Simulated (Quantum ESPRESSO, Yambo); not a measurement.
# KTaO₃: DFT and GW levels

```cif
data_KO3Ta
_chemical_formula_sum 'O3 K1 Ta1'
_space_group_name_H-M_alt 'P 1'
_space_group_IT_number 1
_cell_length_a 3.99488
_cell_length_b 3.99488
_cell_length_c 3.99488
_cell_angle_alpha 90.000
_cell_angle_beta 90.000
_cell_angle_gamma 90.000
loop_
_space_group_symop_operation_xyz
  'x, y, z'
loop_
_atom_site_label
_atom_site_type_symbol
_atom_site_fract_x
_atom_site_fract_y
_atom_site_fract_z
_atom_site_occupancy
O1 O 0.00000 0.50000 0.00000 1
O2 O 0.50000 0.00000 0.00000 1
O3 O 0.00000 0.00000 0.50000 1
K1 K 0.50000 0.50000 0.50000 1
Ta1 Ta 0.00000 0.00000 0.00000 1
```

The geometry is that of Materials Project entry mp-3614, symmetrised and not relaxed again.

Starting point: norm-conserving LDA (Quantum ESPRESSO, 84 Ry, scalar-relativistic). G0W0 in Yambo: 4×4×4 Γ-centred k mesh, bands 2 to 123 and a 8 Ry block in the screening, 123 bands in G with the Bruneval-Gonze terminator, plasmon pole fitted at 27.2 eV.

- LDA gap along the band path: 2.08 eV
- LDA gap between the mesh's edge points (R → Γ): 2.08 eV
- G0W0 gap between the same points: 3.72 eV
- LDA smallest direct gap on the mesh (at Γ): 2.72 eV
- G0W0 direct gap at that point: 4.43 eV

| k point | band | E LDA (eV) | E QP (eV) | shift (eV) | Z |
|---|---|---|---|---|---|
| Γ | VB | -0.64 | -1.20 | -0.56 | 0.78 |
| Γ | CB | 2.08 | 3.23 | 1.15 | 0.83 |
| R | VB | 0.00 | -0.49 | -0.49 | 0.77 |
| R | CB | 6.40 | 7.73 | 1.33 | 0.73 |

Energies count from the LDA valence-band maximum.

Nearest settings tried, and what they do to the gap: 97 bands in W, 97 bands in G: +35 meV; 6 Ry block (123 vectors against 179): -37 meV; 2×2×2 mesh: -119 meV. So the settings aren't converged at that level.

Without spin-orbit coupling, band edges of such heavy elements can be off by tenths of an eV. The cell is held in this high symmetry; tilts and polar distortions were not searched.
